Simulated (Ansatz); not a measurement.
A generator proposed this cell of KRb₂.

```
K Rb
1.0
     6.30166    0.00000    0.00000
    -3.15083    5.45739    0.00000
     0.00000    0.00000    7.87514
K Rb
2 4
Direct
  0.33333 0.66667 0.25000
  0.66667 0.33333 0.75000
  0.00000 0.00000 0.00000
  0.00000 0.00000 0.50000
  0.33333 0.66667 0.75000
  0.66667 0.33333 0.25000
```

Level of theory: Ansatz 0.2.0, DFT PBE, scalar-relativistic, plane waves, PAW. Settings: cutoff 420 eV, Γ-centred mesh 3×3×2 on the computed 6-atom cell, Gaussian smearing of 0.10 eV; no spin polarisation.

Energies over the elements count from the elements' standard structures at the same level, with no fitted energy shifts.

Question: How far from equilibrium is it?

Answer: The pressure is 6.1 GPa (the mean over three directions, positive in compression), the largest force is 0.00 eV/Å (symmetry fixes the atoms), and the energy is +0.51 eV/atom against the elements. The shortest distance is 3.64 Å.

Question: How much does it gain on relaxing, and where does it end?

Answer: Relaxing gains about 0.50 eV/atom (the start's value is from the coarse mesh, so the gain is rough) in 14 ionic steps and ends at +0.01 eV/atom on the finer mesh. The symmetry stays P6_3/mmc (No. 194). The end has the Ni2In type. The volume per atom grows by 90.4 %, from 45.1 to 85.9 Å³. The shortest distance goes from 3.64 Å (K–Rb) to 4.58 Å (K–Rb). Conventional cell: a = 7.940 Å, c = 9.446 Å. K is surrounded by 5 Rb at 4.58–4.72 Å and 6 Rb at 5.16 Å; Rb on a site of symmetry -3m is surrounded by 2 Rb at 4.72 Å, 6 K at 5.16 Å and 6 Rb at 5.16 Å; around Rb on a site of symmetry -6m2 lie 5 K at 4.58–4.72 Å and 6 Rb at 5.16 Å.

The last run used a 6×6×4 mesh (in the run's order of axes) for its 6-atom cell and Gaussian smearing of 0.10 eV. For metals, differences of a few meV/atom aren't resolved. The relaxation can't lower the symmetry of the start. A structure relaxed within its symmetry needn't be a true minimum.
